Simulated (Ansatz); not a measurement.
## ZnS: Coordination and S-33 quadrupole coupling

Cell: a computed structure from the Materials Project (it need not be an observed phase).

Space group P6_3mc (No. 186); a = 3.8090, c = 12.4526 Å, γ = 120.00°.

| site | Wyckoff | site symmetry | x | y | z |
| --- | --- | --- | --- | --- | --- |
| Zn1 | 2b | 3m. | 0.6667 | 0.3333 | 0.7499 |
| Zn3 | 2a | 3m. | 0.0000 | 0.0000 | 0.5000 |
| S5 | 2b | 3m. | 0.6667 | 0.3333 | 0.9377 |
| S7 | 2a | 3m. | 0.0000 | 0.0000 | 0.6873 |

One atom of each set is listed.

Level of theory: DFT, PBE, plane waves and PAW (field gradients read without the response of the frozen cores, which leaves them typically 4 to 6 % off), scalar-relativistic, 420 eV cutoff, Γ-centred 8×8×3 k-points, Fermi–Dirac smearing 0.02 eV (Ansatz 0.2.0).

Q(S-33) = -69.40 mb.

(1) Rank these S sites by |C_Q|, smallest first.
A. S5: 4 Zn at 2.33–2.34 Å
B. S7: 4 Zn at 2.33 Å

Answers

(1) B (0.094 MHz, η = 0.00), A (0.234 MHz, η = 0.00).

An axis of threefold or higher order runs through S7 and S5, so V_zz lies along it and η is zero.
